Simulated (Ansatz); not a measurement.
LuAl2Ge2:
Space group P-3m1 (No. 164); a = b = 4.2258 Å, c = 6.4548 Å, α = β = 90.00°, γ = 120.00°

```json
[
 {"atom": "Al", "site": "2d", "symmetry": "3m.", "x": "0.6667", "y": "0.3333", "z": "0.3520"},
 {"atom": "Lu", "site": "1a", "symmetry": "-3m.", "x": "0.0000", "y": "0.0000", "z": "0.0000"},
 {"atom": "Ge", "site": "2d", "symmetry": "3m.", "x": "0.3333", "y": "0.6667", "z": "0.2532"}
]
```

Relaxed at zero pressure with r²SCAN (plane waves, PAW; program Ansatz).

Question: The volume is raised by 3 % and shape and atoms relax at that volume. What pressure results, and how do the axes share the change?

Answer: -2.2 GPa; a 1.0 %, b 1.0 %, c 0.9 %; the energy rises by 4 meV/atom.

Question: Give the new structure.

Answer: 
Space group P-3m1 (No. 164); a = b = 4.2692 Å, c = 6.5138 Å, α = β = 90.00°, γ = 120.00°

```
atom  site  symmetry       x       y       z
----  ----  --------  ------  ------  ------
Al      2d       3m.  0.6667  0.3333  0.3519
Lu      1a      -3m.  0.0000  0.0000  0.0000
Ge      2d       3m.  0.3333  0.6667  0.2543
```

The phase is kept; no other phase was compared at this pressure.

The workflow started from an entry of the Crystallography Open Database (COD). Its standing as an ambient phase is unchecked. The cell was relaxed with r²SCAN under the symmetry of its start; whether a distortion lowers the energy is not shown. Scalar-relativistic: spin–orbit coupling is off unless named, which matters more the heavier the elements.

Potentials: the later of the program's two PAW sets.
